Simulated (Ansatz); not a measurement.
BaHfO₃, cubic perovskite, relaxed with r2SCAN: 5 runs in Ansatz, each a construction of maximally localised Wannier functions. The symmetry is Pm-3m (No. 221, cubic); conventional cell a = 4.177 Å, 14.58 Å³ an atom. Ba has 12 O at 2.95 Å; Hf has 6 O at 2.09 Å; O has 2 Hf at 2.09 Å and 4 Ba at 2.95 Å. Spin-unpolarised throughout; all numbers are computed.

```
Ba Hf O
1.0
     4.17706    0.00000    0.00000
     0.00000    4.17706    0.00000
     0.00000    0.00000    4.17706
Ba Hf O
1 1 3
Cartesian
  0.0000 0.0000 0.0000
  2.0885 2.0885 2.0885
  2.0885 2.0885 0.0000
  2.0885 0.0000 2.0885
  0.0000 2.0885 2.0885
```

Windows count from the top of the filled bands; a dash means that no such window was set (without an outer window there is no disentanglement). Rows marked drawn have settings drawn at random (some not listed).

```json
{"functional": "PBE", "SCF mesh": "6×6×6", "trial orbitals": "O s, O p", "functions": "12", "mesh": "4×4×4", "window (eV)": "–", "frozen (eV)": "–", "settings": "chosen", "Ω total (Å²)": "13.08", "Ω invariant (Å²)": "11.80", "largest spread (Å²)": "1.27", "least projectability": "0.86", "interpolation miss of the model's filled bands (eV, to the nearest computed level)": "0.039"}
{"functional": "PBE", "SCF mesh": "6×6×6", "trial orbitals": "O s, O p", "functions": "12", "mesh": "6×6×6", "window (eV)": "–", "frozen (eV)": "–", "settings": "chosen", "Ω total (Å²)": "13.64", "Ω invariant (Å²)": "12.37", "largest spread (Å²)": "1.33", "least projectability": "0.85", "interpolation miss of the model's filled bands (eV, to the nearest computed level)": "0.006"}
{"functional": "PBE", "SCF mesh": "6×6×6", "trial orbitals": "O p", "functions": "9", "mesh": "4×4×4", "window (eV)": "–", "frozen (eV)": "–", "settings": "chosen", "Ω total (Å²)": "12.09", "Ω invariant (Å²)": "12.02", "largest spread (Å²)": "1.42", "least projectability": "0.86", "interpolation miss of the model's filled bands (eV, to the nearest computed level)": "0.040"}
{"functional": "r2SCAN", "SCF mesh": "6×6×6", "trial orbitals": "O s, O p", "functions": "12", "mesh": "4×4×4", "window (eV)": "–", "frozen (eV)": "–", "settings": "chosen", "Ω total (Å²)": "12.58", "Ω invariant (Å²)": "11.31", "largest spread (Å²)": "1.21", "least projectability": "0.87", "interpolation miss of the model's filled bands (eV, to the nearest computed level)": "0.034"}
{"functional": "PBE", "SCF mesh": "6×6×6", "trial orbitals": "Hf d", "functions": "5", "mesh": "4×4×4", "window (eV)": "-20.4 to +15.7", "frozen (eV)": "–", "settings": "drawn", "Ω total (Å²)": "6.66", "Ω invariant (Å²)": "6.66", "largest spread (Å²)": "1.47", "least projectability": "0.67", "interpolation miss of the model's filled bands (eV, to the nearest computed level)": "–"}
```

For O s, O p with PBE the spread goes 13.08 Å² (4×4×4), 13.64 Å² (6×6×6): finite differences on a coarse mesh understate it.

No spin-orbit coupling is included; it can move band edges with weight on the heavy atoms by tenths of an eV.
